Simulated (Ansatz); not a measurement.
KZnF$_{3}$ (cubic perovskite, Pm-3m), DFT-r²SCAN in the program Ansatz with PAW potentials. The conduction-band minimum lies at Γ, with 1 equivalent valley. Second derivatives d²E/dk² of the lowest band at one valley (eV·Å²), along Cartesian directions:

```json
[
 {"direction": "[100]", "d²E/dk²": "16.59"},
 {"direction": "[010]", "d²E/dk²": "16.59"},
 {"direction": "[001]", "d²E/dk²": "16.59"},
 {"direction": "[110]", "d²E/dk²": "16.59"},
 {"direction": "[101]", "d²E/dk²": "16.59"},
 {"direction": "[011]", "d²E/dk²": "16.59"}
]
```

Problem. Find the principal effective masses, the density-of-states mass and the conductivity mass.

Solution. Off-diagonal terms follow from H_xy = H[110] − (H_xx + H_yy)/2, and m*/mₑ = 7.620 eV·Å² over each eigenvalue: 0.46, 0.46, 0.46. One valley's DOS mass (m₁m₂m₃)^(1/3) = 0.46, conductivity mass 3/(Σ 1/mᵢ) = 0.46 mₑ.

Problem. What effective density of states Nc follows at 300 K for parabolic valleys?

Solution. Nc = 2.509e19 × 1 × (0.46)^(3/2) ≈ 7.8e18 cm⁻³.

Problem. With the computed static dielectric constant 8.34 (mean of the diagonal), estimate a hydrogenic donor's binding energy and radius.

Solution. E = 13.606 eV × 0.46/8.34² ≈ 90 meV; a = 0.529 Å × ε/m* ≈ 9.6 Å. Semilocal masses tend to be too small where the gap is.

Symmetry was held in the r²SCAN relaxation; phonons on a q-mesh show no instability.

Potentials: the later of the program's two PAW sets.
